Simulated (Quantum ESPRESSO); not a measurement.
## ZrAgTa5Ru (different elements on one site, starting from this cell)

A calculation, not a measurement. The program is pw.x of Quantum ESPRESSO 7.5 (plane-wave density functional theory). The cell is made up: eight metal atoms on a hexagonal close-packed lattice, with elements, volume, strain and displacements drawn at random and not relaxed, so it may be unstable or far from any real phase. PseudoDojo standard norm-conserving files set the functional (PBE unless stated); there is no spin polarisation or spin-orbit coupling, the Fermi-Dirac width of 0.25 eV means electrons at about 2900 K, and the masses in the input are unused placeholders. Heavy elements are run without spin-orbit coupling, which real alloys of them have. A spin test at this wide smearing found no moment, but such smearing suppresses magnetism that the real alloy may have.

The runs put different elements on site 1. Cell, positions, cutoff, mesh and smearing stay as in the input of run 1; sites are counted in its order. Stress in the tables is positive in tension.

Input of run 1:

```
&control calculation='scf', pseudo_dir='./dojo.nc.sr.pbe.v0_5.standard.upf', outdir='./o', disk_io='minimal', tprnfor=.true., tstress=.true. /
&system ibrav=0, nat=8, ntyp=4, nbnd=73, ecutwfc=84.00895049, nosym=.true., tot_charge=0,
 occupations='smearing', smearing='fd', degauss=0.0183746611
/
&electrons conv_thr=1.470e-08, electron_maxstep=70, mixing_beta=0.5 /
ATOMIC_SPECIES
Ag 1.0 Ag.upf
Ru 1.0 Ru.upf
Ta 1.0 Ta.upf
Zr 1.0 Zr.upf
CELL_PARAMETERS angstrom
2.8791 0.0062 0.0114
1.4153 -2.5004 -4.8115
1.4368 7.7111 -4.9146
ATOMIC_POSITIONS angstrom
Zr -0.0697 -0.0222 0.005
Ag 1.373 2.6264 -4.8817
Ta 1.4571 -0.7599 -2.4215
Ru 2.8006 1.806 -7.2606
Ta 2.7789 5.1737 -4.8382
Ta 2.8945 0.0574 -4.7747
Ta 2.9303 1.6948 -2.4709
Ta 4.2657 4.3221 -7.2875
K_POINTS automatic
8 4 3 1 1 1
```

```
run  elements on sites 1 to 8  -TS (eV)  pressure (GPa)  stress xx (GPa)  stress yy (GPa)  stress zz (GPa)  stress yz (GPa)  stress xz (GPa)  stress xy (GPa)  iterations
  1   Zr Ag Ta Ru Ta Ta Ta Ta    -1.781            6.78            -6.88            -4.30            -9.15            -0.42             0.29            -1.31          20
  2   Mg Ag Ta Ru Ta Ta Ta Ta    -1.591            0.67            -1.60            -0.33            -0.09            -1.47             0.14            -0.26          18
  3   Mo Ag Ta Ru Ta Ta Ta Ta    -1.912           -1.58             1.98             3.51            -0.75             0.00             0.21            -2.04          21
  4   Ta Ag Ta Ru Ta Ta Ta Ta    -1.828            2.42            -2.05             0.12            -5.34            -0.23             0.22            -1.76          19
  5   Al Ag Ta Ru Ta Ta Ta Ta    -1.527           -3.05             0.68             4.42             4.04            -1.57             0.14            -0.25          18
```

Forces Fx Fy Fz (eV/Å):

| site | run 1 | run 2 | run 3 | run 4 | run 5 |
| --- | --- | --- | --- | --- | --- |
| 1 | -0.14 0.10 0.01 | 0.18 0.39 0.01 | -0.25 0.29 -0.02 | -0.22 0.19 -0.01 | 0.24 0.22 0.04 |
| 2 | 0.12 -0.08 -0.06 | 0.13 -0.12 -0.07 | 0.14 -0.07 -0.07 | 0.13 -0.07 -0.07 | 0.13 -0.11 -0.07 |
| 3 | 0.19 -0.85 -0.11 | 0.06 -0.86 0.53 | 0.21 -0.79 0.68 | 0.21 -0.81 0.32 | 0.02 -0.90 0.95 |
| 4 | 0.06 -0.23 -0.31 | 0.06 -0.18 -0.40 | 0.05 -0.20 -0.31 | 0.06 -0.25 -0.29 | 0.07 -0.16 -0.40 |
| 5 | -0.12 -1.01 0.65 | -0.12 -0.62 0.54 | -0.20 -0.05 0.69 | -0.15 -0.35 0.74 | -0.13 0.12 0.54 |
| 6 | -0.13 1.33 -1.60 | -0.24 0.65 -1.47 | 0.05 0.06 -1.66 | -0.05 0.62 -1.68 | -0.21 0.08 -1.51 |
| 7 | -0.01 1.69 0.02 | -0.17 1.40 0.49 | -0.04 1.47 0.35 | -0.01 1.54 0.23 | -0.22 1.29 0.66 |
| 8 | 0.03 -0.95 1.39 | 0.10 -0.66 0.37 | 0.05 -0.70 0.35 | 0.02 -0.87 0.77 | 0.11 -0.54 -0.19 |

Energies are left out, as each element's file has its own zero. A rerun of one cell of this series at a higher cutoff and on a denser mesh moved values by no more than 0.004 eV in energy, 0.04 GPa in stress and 0.005 eV/Å in force, and a second program with other atomic files agreed on that cell to 2 % rms in force and 0.5 GPa in pressure.